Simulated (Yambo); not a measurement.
G0W0@PBEsol for CO2 (space group P4_2/mnm, No. 136) in Yambo. Reference settings: 4×4×4 Γ-centred k mesh, 121 bands and a 7 Ry block in the screening, 121 bands in G with the Bruneval-Gonze terminator, plasmon pole fitted at 27.2 eV. The PBEsol gap A → Γ on this mesh is 6.57 eV; G0W0 gaps are taken between the same points.

The settings were changed. The gap went from 10.31 eV to 10.58 eV, and the shift of the valence edge from -2.28 eV to -2.18 eV.

### Question
Which change was made?
A) 79 bands in W, 79 bands in G
B) 6 Ry block
C) 46 bands in W, 46 bands in G
D) 46 bands in G

### Answer
C, 46 bands in W, 46 bands in G. The others gave (gap, valence shift): 6 Ry block: 10.29, -2.27 eV; 46 bands in G: 10.33, -2.26 eV; 79 bands in W, 79 bands in G: 10.36, -2.24 eV.

Geometry relaxed with PBE+D3(BJ); primitive cell a = b = 4.3778 Å, c = 4.7674 Å, α = β = γ = 90.00°.

The structure is a Materials Project entry; no match was found in the copy of COD used, and its stability was not checked.

A shift is the quasiparticle energy of the state minus its PBEsol energy.
